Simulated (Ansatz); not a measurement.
## Density of states of TiAu

```cif
data_structure
_symmetry_space_group_name_H-M 'P 1'
_symmetry_Int_Tables_number 1
_cell_length_a 3.2540
_cell_length_b 3.2540
_cell_length_c 3.2540
_cell_angle_alpha 90.000
_cell_angle_beta 90.000
_cell_angle_gamma 90.000
_cell_volume 34.46
loop_
_atom_site_label
_atom_site_type_symbol
_atom_site_fract_x
_atom_site_fract_y
_atom_site_fract_z
_atom_site_occupancy
Ti1 Ti 0.50000 0.50000 0.50000 1
Au1 Au 0.00000 0.00000 0.00000 1
```

The runs use the primitive cell with vectors (3.254, 0.000, 0.000), (0.000, 3.254, 0.000), (0.000, 0.000, 3.254) Å, to which the k mesh refers.

Conventional cell: a = 3.254 Å, b = 3.254 Å, c = 3.254 Å, α = 90.00°, β = 90.00°, γ = 90.00°. Around Ti (atom 1) lie 8 Au at 2.82 Å. Au (atom 2) is surrounded by 8 Ti at 2.82 Å.

The cell comes from COD entry 1510312, which wasn't checked; take it as a given geometry.

Spin polarisation is left out, and whether a magnetic state lies lower isn't shown here.

Spin–orbit coupling is left out, though it moves levels of the heavy atoms by tenths of an eV or more.

These are results of Ansatz 0.2.0, DFT, PBEsol, all-electron LAPW, scalar-relativistic, not measurements.

Settings: a Γ-centred 10×10×10 k mesh, Fermi–Dirac smearing of 0.08 eV, basis error target 1 meV/atom, no spin polarisation.

Question: Which of the resolved shells contributes most within 0.3 eV of the Fermi level?

Answer: Ti 3d, with 80 % of all states there; Au 5d follows with 8 %.

Question: Where is the centre of the filled Au 5d states between -14 eV and the top of the filled states?

Answer: -4.80 eV from the Fermi level.

Question: Tabulate the density of states.

Answer: States per eV and cell, averaged over 0.6 eV, from -5.8 to 1.8 eV, with energies (bin centres) from the Fermi level; empty bins are left out. The partial columns, the largest 3 alone, are projections on Löwdin-orthogonalised atomic shells (those that the program's projection atoms carry: the occupied ones and, for some elements, an empty d or f shell; other empty shells have no column), summed over atoms of an element. Weights on diffuse s and p shells depend on that basis and aren't pure angular character.
```
E (eV)  total  Au 5d  Ti 3d  Au 6s
  -5.6   4.25   3.62   0.33   0.15
  -5.0   5.18   4.70   0.35   0.05
  -4.4   4.28   3.75   0.25   0.17
  -3.8   1.30   0.94   0.11   0.11
  -3.2   0.79   0.38   0.13   0.15
  -2.6   0.77   0.31   0.19   0.21
  -2.0   0.44   0.13   0.15   0.08
  -1.4   0.96   0.11   0.52   0.05
  -0.8   1.56   0.17   0.93   0.05
  -0.2   2.97   0.25   2.33   0.05
   0.4   3.12   0.17   2.72   0.05
   1.0   2.33   0.10   2.13   0.02
   1.6   3.75   0.23   3.40   0.03
```
